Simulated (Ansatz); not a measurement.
**CaCd₂As₂: relaxation (Ansatz)**

The command:

```bash
ansatz run input.yaml --threads 2 --pin off --max-ram 2560MiB --backend cpu --events-out ev --progress --plain --runs-dir out
```

Input:

```yaml
crystal:
  lattice:
    - [4.371328, 0.0, 0.0]
    - [-2.185664, 3.785683, 0.0]
    - [0.0, 0.0, 7.151814]
  atoms:
    - { symbol: As, position: [0.3333, 0.6667, 0.2382] }
    - { symbol: As, position: [0.6667, 0.3333, 0.7618] }
    - { symbol: Cd, position: [0.3333, 0.6667, 0.6331] }
    - { symbol: Cd, position: [0.6667, 0.3333, 0.3669] }
    - { symbol: Ca, position: [0.0, 0.0, 0.0] }
  symmetry: { tolerance: 0.0003 }
kpoints:
  mp_grid: { grid: [6, 6, 4], shift: [0, 0, 0] }
magnetization:
  spin_polarized: false
scf:
  occupations: { method: fermi_dirac }
  lower_state_search: "off"
hamiltonian:
  pseudopotentials: { kind: paw }
  xc: r2scan
basis:
  ecutwfc: 500
  fft_grid_basis: typed
relax:
  max_steps: 80
  cell: { p_target: 0.0 }
output:
  forces: true
  stress: true
  eigenvalues: true
  bader: true
  populations: true
  elf: true
  write_potential: true
  volumetric_format: npy
  dos:
    e_range: [-12, 8]
    de: 0.05
    projected: { site_lists: { As: [As], Ca: [Ca], Cd: [Cd] } }
  write_density: true
checkpoint:
  read: saved_state
```

Origin of the cell: a database entry, scaled a little.

The smearing width isn't typed, so it takes its default of 0.1 eV.

The saved state is a converged single point of the same cell.

Steps («new basis» is an SCF on plane waves selected anew at the same cell):

```
step  ΔF (meV/atom)  max force component (eV/Å)  P (GPa)  volume (Å³)  SCF iterations   step was
   1            0.0                       0.123     1.52       118.35               6   accepted
   2           -0.3                       0.159    -0.99       122.85               7   accepted
   3           -2.5                       0.016    -0.06       121.22               6   accepted
   4           -2.6                       0.007     0.02       121.03               5   accepted
   5           -2.7                       0.007     0.03       121.03               6  new basis
```

Step 1, with forces in eV/Å:

```xyz
5
Lattice="4.371 0.000 0.000 -2.186 3.786 0.000 0.000 0.000 7.152" Properties=species:S:1:pos:R:3:forces:R:3 pbc="T T T" step=1
As    0.000    2.524    1.704    0.000    0.000   -0.123
As    2.186    1.262    5.448    0.000    0.000    0.123
Cd    0.000    2.524    4.528    0.000    0.000    0.018
Cd    2.186    1.262    2.624    0.000    0.000   -0.018
Ca    0.000    0.000    0.000    0.000    0.000    0.000
```

Step 2, with forces in eV/Å:

```xyz
5
Lattice="4.436 0.000 0.000 -2.218 3.842 0.000 0.000 0.000 7.209" Properties=species:S:1:pos:R:3:forces:R:3 pbc="T T T" step=2
As    0.000    2.561    1.695    0.000    0.000    0.159
As    2.218    1.281    5.514    0.000    0.000   -0.159
Cd    0.000    2.561    4.594    0.000    0.000   -0.093
Cd    2.218    1.281    2.615    0.000    0.000    0.093
Ca    0.000    0.000    0.000    0.000    0.000    0.000
```

Step 3, with forces in eV/Å:

```xyz
5
Lattice="4.408 0.000 0.000 -2.204 3.817 0.000 0.000 0.000 7.204" Properties=species:S:1:pos:R:3:forces:R:3 pbc="T T T" step=3
As    0.000    2.545    1.712    0.000    0.000   -0.002
As    2.204    1.272    5.492    0.000    0.000    0.002
Cd    0.000    2.545    4.568    0.000    0.000   -0.016
Cd    2.204    1.272    2.636    0.000    0.000    0.016
Ca    0.000    0.000    0.000    0.000    0.000    0.000
```

Step 5, with forces in eV/Å:

```xyz
5
Lattice="4.407 0.000 0.000 -2.204 3.817 0.000 0.000 0.000 7.194" Properties=species:S:1:pos:R:3:forces:R:3 pbc="T T T" step=5
As    0.000    2.545    1.708    0.000    0.000   -0.001
As    2.204    1.272    5.486    0.000    0.000    0.001
Cd    0.000    2.545    4.561    0.000    0.000   -0.007
Cd    2.204    1.272    2.634    0.000    0.000    0.007
Ca    0.000    0.000    0.000    0.000    0.000    0.000
```

| Quantity | Value |
| --- | --- |
| Free energy lowered by | 2.7 meV/atom |
| Volume change | 2.26 % |
| Final pressure | 0.03 GPa |
| Relaxation steps listed | 5 |
| Gap on the mesh | 0.77 eV |

Caveats: the relaxation held the start's symmetry, so the end may be a saddle point.

The run took 71 s on 2 threads of Intel(R) Xeon(R) Platinum 8375C CPU @ 2.90GHz (Ice Lake) (shared host), peak memory 0.85 GiB, from a saved density.
